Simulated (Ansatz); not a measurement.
# CsCl-type PmS

Level of theory: DFT, PBE+U (U_eff = 6 eV on Pm 4f), scalar-relativistic, collinear spin; plane waves to 600 eV with PAW datasets (Ansatz 0.2.0), 8×8×8 k-mesh, Gaussian smearing of 0.05 eV; PAW files: Ansatz's generated set soft_2.

```yaml
crystal:
  lattice:
    - [3.66237, 0.00000, 0.00000]
    - [0.00000, 3.66237, 0.00000]
    - [0.00000, 0.00000, 3.66237]
  atoms:
    - { symbol: Pm, position: [0.00000, 0.00000, 0.00000] }
    - { symbol: S, position: [0.50000, 0.50000, 0.50000] }
```

This is a trial structure: such lanthanide and actinide compounds mostly take the rock-salt structure.

Magnetic state: ferromagnetic, site spin moments Pm 4.89; S -0.06 μB.

The cell is relaxed to zero pressure at this level.

Path: Γ–X–M–Γ–R–X | R–M, with Γ = (0.000, 0.000, 0.000), X = (0.000, 0.500, 0.000), M = (0.500, 0.500, 0.000), R = (0.500, 0.500, 0.500) in reciprocal vectors of the calculation's cell.

Task: Is it a metal or an insulator, and if it has a gap, where are the band edges on this path?

Result: An insulator with a gap of 0.02 eV on the path, the valence band topping at Γ and the conduction band bottoming at Γ; the smallest direct gap is 0.02 eV.

Levels between -6 and 6 eV from the Fermi level at the path's named points:
| point | spin | below E_F (eV) | above E_F (eV) |
| --- | --- | --- | --- |
| Γ | up | -1.94 -1.88 -1.48 -1.47 -1.39 -0.96 -0.15 -0.01 | 0.02 0.04 2.23 5.11 5.12 5.19 5.50 5.58 |
| Γ | down | -1.26 -1.26 -1.25 | 0.71 0.76 2.79 5.81 5.92 5.97 |
| X | up | -4.78 -1.85 -1.85 -1.63 -1.42 -1.08 -0.89 -0.79 | 1.08 4.95 5.20 5.39 5.81 5.89 5.92 5.93 |
| X | down | -4.59 -1.81 -1.81 | 1.99 5.62 5.72 |
| M | up | -3.30 -3.29 -1.26 -1.18 -1.06 -0.93 -0.85 -0.69 | 0.44 2.35 2.98 3.01 5.47 5.61 |
| M | down | -2.94 -2.93 -0.99 | 1.13 2.85 3.61 3.62 |
| R | up | -4.23 -4.22 -4.22 -1.35 -1.31 -1.03 -0.92 -0.79 | 5.28 5.45 5.76 5.76 5.86 |
| R | down | -4.14 -4.12 -4.11 |  |

It ran for 82 s on 2 threads of Arm Neoverse V2, with other jobs on the host, peak memory 1.8 GiB.

With a Hubbard U or exact exchange the result depends on the state in which the open shell ends, and a lower one can't be excluded. For elements this heavy, spin–orbit coupling would shift levels and gaps; it isn't included here. The order of the orbitals lowers the symmetry, along an axis that is one of several equivalent ones. Site moments are of spin, integrated over atomic spheres. The run holds 1.0 f electrons more on Pm than the trivalent ion has, so it is divalent here. In such compounds it is trivalent as a rule, so this state, and the gap that comes with it, is likely an artefact, and the extra f charge swells the ion. The moments were started parallel, and the real magnetic order may be another.

The open shells may stand above their lowest state, and forces and pressures are less sure for it.
